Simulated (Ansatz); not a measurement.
**Sr2SO: changing spin-orbit coupling**

```
CELL_PARAMETERS angstrom
4.04324 0.00000 0.00000
0.00000 4.04324 0.00000
0.00000 0.00000 5.71800
ATOMIC_POSITIONS crystal
Sr 0.50000 0.50000 0.50000
Sr 0.00000 0.00000 0.00000
S 0.00000 0.00000 0.50000
O 0.50000 0.50000 0.00000
```

The cell comes from a database or a generator and needn't be the stable form of this composition.

Kept alike: task band structure; functional PBEsol; k mesh 5 × 5 × 4; occupations fermi-dirac, width 0.05 eV. Program: Ansatz, Ansatz PAW, cutoff 420 eV. The mesh is that of the run's cell of 4 atoms.

| spin-orbit coupling | band gap (eV) |
| --- | --- |
| off | 2.140 |
| on | 2.122 |

Gaps are the smaller of the mesh's and the band path's. All rows use potentials made for PBE.

**Question.** What does spin-orbit coupling change here?

**Answer.** The band gap runs from 2.122 (on) to 2.140 eV (off). Spin-orbit coupling splits p and d bands at the edges, and the more so the heavier the atoms.
